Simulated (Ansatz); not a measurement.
Relaxed-ion elastic tensor of Sc2Al in space group P6_3/mmc (No. 194; Sc on 2a, Sc on 2d, Al on 2c) in GPa (Voigt order), plane-wave PAW r²SCAN (Ansatz code); density 3.04 g/cm³, 21.26 Å³ per atom.

```
 146  59.6  26.3   0.0   0.0   0.0
59.6   146  26.3   0.0   0.0   0.0
26.3  26.3   151   0.0   0.0   0.0
 0.0   0.0   0.0  53.8   0.0   0.0
 0.0   0.0   0.0   0.0  53.8   0.0
 0.0   0.0   0.0   0.0   0.0  43.0
```

Q: Is the crystal mechanically stable?

A: Yes: the smallest eigenvalue of C is 43.0 GPa.

Q: Work out the Voigt, Reuss and Hill averages.

A: K_V = 74.1, K_R = 73.7, K_H = 73.9; G_V = 52.1, G_R = 50.6, G_H = 51.4 GPa.

Q: Give Young's modulus, Poisson's ratio, Pugh's ratio and the universal anisotropy index.

A: E = 9KG/(3K + G) = 125 GPa; ν = 0.22; K/G = 1.44 (brittle by the Pugh limit of 1.75); A_U = 5G_V/G_R + K_V/K_R − 6 = 0.15.

Q: Estimate the sound speeds and the Debye temperature.

A: v_l = √((K + 4G/3)/ρ) = 6840 m/s, v_t = √(G/ρ) = 4110 m/s, mean 4540 m/s; Θ = (h/k)(3n/4πV)^(1/3) v_m = 488 K.

Q: How much does each axis shrink under pressure?

A: Linear compressibilities β_i = Σ_j S_ij (j = 1 to 3): x 4.2, y 4.2, z 5.1 per TPa.

The workflow started from a Materials Project entry (that database holds measured and hypothetical structures alike); the Crystallography Open Database copy checked does not list it. Its standing as an ambient phase is unchecked. The r²SCAN relaxation kept the symmetry of its start; whether a distortion lowers the energy is not shown. No spin polarisation was allowed. As this level gives no gap, shear constants depend on the k-mesh and smearing (Fermi–Dirac, 0.1 eV here).

Potentials: the later of the program's two PAW sets.
